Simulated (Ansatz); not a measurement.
AgI:
```xyz
2
Lattice="0.0000 3.3141 3.3141 3.3141 0.0000 3.3141 3.3141 3.3141 0.0000" Properties=species:S:1:pos:R:3 pbc="T T T"
Ag     4.9711     4.9711     4.9711
I      0.0000     0.0000     0.0000
```

Tensor components refer to the Cartesian frame of this cell.

Give the proper piezoelectric stress tensor with relaxed ions from the program Ansatz at the PBE level (PAW).

In C/m², rows x, y, z, Voigt columns; mesh uncertainty up to 0.00.
```
0.00  0.00  0.00  0.13  0.00  0.00
0.00  0.00  0.00  0.00  0.13  0.00
0.00  0.00  0.00  0.00  0.00  0.13
```

The elastic tensor of the same run (GPa):

```
30.5  23.8  23.8   0.0   0.0   0.0
23.8  30.5  23.8   0.0   0.0   0.0
23.8  23.8  30.5   0.0   0.0   0.0
 0.0   0.0   0.0   9.3   0.0   0.0
 0.0   0.0   0.0   0.0   9.3   0.0
 0.0   0.0   0.0   0.0   0.0   9.3
```

Convert to strain constants d = e·S.

In pC/N:
```
 0.0   0.0   0.0  13.9   0.0   0.0
 0.0   0.0   0.0   0.0  13.9   0.0
 0.0   0.0   0.0   0.0   0.0  13.9
```

Space group F-43m (zinc blende). The cell was relaxed with PBE under the symmetry of its start; phonons on a q-mesh show no instability. The run is not spin-polarised. Scalar-relativistic: spin–orbit coupling is off unless named, which matters more the heavier the elements.

Potentials: the later of the program's two PAW sets.
